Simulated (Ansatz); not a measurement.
Consider the following.

BeS:
```cif
data_Be2S2
_chemical_formula_sum 'Be2 S2'
_space_group_name_H-M_alt 'P 1'
_space_group_IT_number 1
_cell_length_a 3.30017
_cell_length_b 3.30017
_cell_length_c 5.25568
_cell_angle_alpha 90.000
_cell_angle_beta 90.000
_cell_angle_gamma 120.000
loop_
_space_group_symop_operation_xyz
  'x, y, z'
loop_
_atom_site_label
_atom_site_type_symbol
_atom_site_fract_x
_atom_site_fract_y
_atom_site_fract_z
_atom_site_occupancy
Be1 Be 0.00000 0.00000 0.00000 1
Be2 Be 0.00000 0.00000 0.50000 1
S1 S 0.33333 0.66667 0.25000 1
S2 S 0.66667 0.33333 0.75000 1
```

This is the r²SCAN-relaxed structure.

Q: All from r²SCAN (plane waves, PAW; program Ansatz), unless another level is named. Estimate the formation energy from the elements (no fitted shifts).

A: -63 kJ/mol of atoms.

Q: What about the hole effective mass?

A: 0.19, 3.6, 3.6 mₑ (principal values).

Q: Predict the band gap.

A: 1.81 eV (indirect).

Q: What about the smallest direct gap on the standard path?

A: 4.04 eV.

Space group P6_3/mmc (NiAs type). This is a known high-pressure phase of the composition, computed here at zero pressure and temperature. Symmetry was held in the r²SCAN relaxation; whether a distortion lowers the energy is not shown. The references are the lowest solids computed at this level, not always the standard phases.

Potentials: the later of the program's two PAW sets.
